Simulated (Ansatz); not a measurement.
CdS:
```cif
data_Cd2S2
_chemical_formula_sum 'Cd2 S2'
_space_group_name_H-M_alt 'P 1'
_space_group_IT_number 1
_cell_length_a 4.12437
_cell_length_b 4.12437
_cell_length_c 6.70978
_cell_angle_alpha 90.000
_cell_angle_beta 90.000
_cell_angle_gamma 120.000
loop_
_space_group_symop_operation_xyz
  'x, y, z'
loop_
_atom_site_label
_atom_site_type_symbol
_atom_site_fract_x
_atom_site_fract_y
_atom_site_fract_z
_atom_site_occupancy
Cd1 Cd 0.66667 0.33333 0.50021 1
Cd2 Cd 0.33333 0.66667 0.00021 1
S1 S 0.66667 0.33333 0.87679 1
S2 S 0.33333 0.66667 0.37679 1
```

Relaxed with PBEsol.

Task: Decompose the optical modes at the zone centre into irreducible representations, and say which are infrared and Raman allowed.

Result: Point group 6mm: Γ_opt = A1 + 2B1 + E1 + 2E2. Infrared: A1, E1. Raman: A1, E1, E2.

Task: Assign frequencies (DFPT, plane-wave PAW PBEsol (Ansatz code); without the LO–TO term).

Result: E2 42, B1 133, A1 229, E1 236, E2 249, B1 295 cm⁻¹.

Subscripts of B labels follow the axes of the standard setting.

Space group P6_3mc (wurtzite). The PBEsol relaxation kept the symmetry of its start.

Potentials: the earlier of the program's two PAW sets. The files were generated under PBE; for other functionals the program regenerates the frozen cores, and for LDA and PBEsol the local potential too.
